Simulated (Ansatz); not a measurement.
Sc (hcp, Mg type)

```
Sc
1.0
    3.32949     0.00000     0.00000
   -1.66475     2.88342     0.00000
    0.00000     0.00000     5.19194
Sc
2
Cartesian
  0.00000   1.92228   3.89395
  1.66475   0.96114   1.29798
```

The volume is varied about the relaxed value V₀ at fixed cell shape. Symmetry pins the atoms to their sites.

The numbers are results of r2SCAN (plane waves to 500 eV, PAW, scalar-relativistic; Ansatz, a first-principles code), not measurements. k mesh 16×16×9 (Γ-centred), Fermi-Dirac smearing 0.05 eV. E stands for the smeared free energy. Compression counts positive. With the shape held, the modulus is that of even scaling; a crystal free to change shape is softer. Sc is run without spin polarisation. Sc was relaxed with its symmetry unable to fall. The zero of ΔE is the relaxed starting cell.

| V (Å³/cell) | ΔE (eV/atom) | P (GPa) |
|---|---|---|
| 46.85 | 0.017 | 3.8 |
| 47.45 | 0.011 | 2.9 |
| 48.05 | 0.006 | 2.1 |
| 48.65 | 0.003 | 1.4 |
| 49.25 | 0.001 | 0.7 |
| 49.84 | 0.000 | 0.0 |
| 50.44 | 0.001 | -0.6 |
| 51.04 | 0.002 | -1.3 |
| 51.64 | 0.005 | -1.8 |
| 52.24 | 0.009 | -2.4 |
| 52.83 | 0.014 | -2.9 |

Derived quantities:

The pressure at the smallest volume comes out as 3.8 GPa and the energy cost of the largest compression comes out as 17 meV/atom. The energy cost of the largest expansion is 14 meV/atom, the bulk modulus at fixed cell shape B₀ (third-order Birch-Murnaghan fit) is 55.2 GPa and the pressure derivative B₀′ (fit) is 3.3. The equilibrium volume of the fit is 24.92 Å³/atom and the pressure for 5 % compression (fit) is 3.1 GPa.

(Under strain, the slope of the energy per volume gives the stress and its curvature an elastic modulus.)
